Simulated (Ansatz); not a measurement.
Hf (hcp, Mg type)

Space group P6₃/mmc (No. 194); a = b = 3.204 Å, c = 5.069 Å, α = β = 90.00°, γ = 120.00°

```json
[
 {"atom": "Hf", "site": "2d", "symmetry": "-6m2", "x": "0.6667", "y": "0.3333", "z": "0.2500"}
]
```

This relaxed cell (volume V₀) is scaled evenly in all directions, its shape held. Symmetry pins the atoms to their sites.

Computed with PBE (plane waves to 420 eV, PAW, scalar-relativistic; Ansatz, a first-principles code). k mesh 17×17×9 (Γ-centred), Fermi-Dirac smearing 0.05 eV. E stands for the smeared free energy. With the shape held, the modulus is that of even scaling; a crystal free to change shape is softer. Hf is run without spin polarisation. Hf was relaxed with its symmetry unable to fall. Spin-orbit coupling is left out, though Hf is heavy. The zero of ΔE is the relaxed starting cell. The last digit holds for this mesh only.

```csv
V (Å³/atom),ΔE (meV/atom)
18.930,248.4
19.831,130.8
20.733,54.5
21.634,12.8
22.536,0.0
23.437,11.4
24.338,43.0
25.240,91.6
26.141,154.4
```

**Question.** What is the fitted pressure derivative B₀′?

**Answer.** 3.4.

**Question.** What bulk modulus at fixed cell shape B₀ follows from a third-order Birch-Murnaghan fit?

**Answer.** 107 GPa. Check by three points about V = 22.536 Å³/atom, step 1.803: d²E/dV² ≈ (55 − 2·0 + 43) meV / 1.803² = 0.0302 eV/Å⁶, and V·d²E/dV² × 160.2 = 109 GPa.

(A scan under strain: stresses follow from slopes of the energy per volume, elastic moduli from its curvatures.)
